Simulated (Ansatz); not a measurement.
A geometry of HfSiO$_{4}$ away from equilibrium: the start of the relaxation of a relaxed HfSiO4 cell shaken by Gaussian noise of σ = 0.08 Å a coordinate. The numbers are results of PBEsol (plane waves to 420 eV, PAW, scalar-relativistic; Ansatz, a first-principles code), not measurements. Γ-centred k-mesh 4×4×4 on the run's cell (coarser than for final values), Fermi–Dirac smearing 0.05 eV.

```xyz
12
Lattice="-3.2911 3.2911 2.9830 3.2911 -3.2911 2.9830 3.2911 3.2911 -2.9830" Properties=species:S:1:pos:R:3:forces:R:3 pbc="T T T" free_energy=-36942.114 pressure_GPa=5.8
O      3.1572     2.1454    -1.1819    0.3542    0.0647    0.7005
O      3.3470     1.2666     2.5046   -0.9580    2.2077    2.1751
O      3.3191    -1.1404     2.6340   -0.7617    0.2469   -1.6725
O     -0.0139     1.3130     1.8662    0.3736    0.0754   -0.8153
O      1.1495    -0.0992     4.0957   -2.6700    1.0176   -2.8519
O      4.4208     0.0266     0.4581    4.9362   -0.0053   -3.9657
O      2.0832    -0.0644     0.2591   -0.1329    0.7457    3.2146
O      1.9508     3.2681     1.0557    1.9531    0.7653   -0.8971
Si    -0.1116     0.1149     2.8392   -0.4722   -3.0456    6.8256
Si     3.3300     0.1315     1.4695   -4.8875   -4.2664    1.3406
Hf    -0.1865     3.3156     1.4468    2.4182    0.5594   -0.5248
Hf    -0.0452    -0.0220     0.0666   -0.1531    1.6345   -3.5292
```

Positions in Å, forces in eV/Å, free energy of the cell in eV (comparable only within this code, potentials and settings). Largest force: 7.49 eV/Å, on Si9 (atoms numbered as listed); the geometry lies 0.18 eV/atom above the end of its relaxation.

No spin polarisation in the result.

The first start was generated by placing the elements on the sites of a structure type. A measured structure of HfSiO4 has the same space group, I4₁/amd (No. 141); the sites were not compared with it.
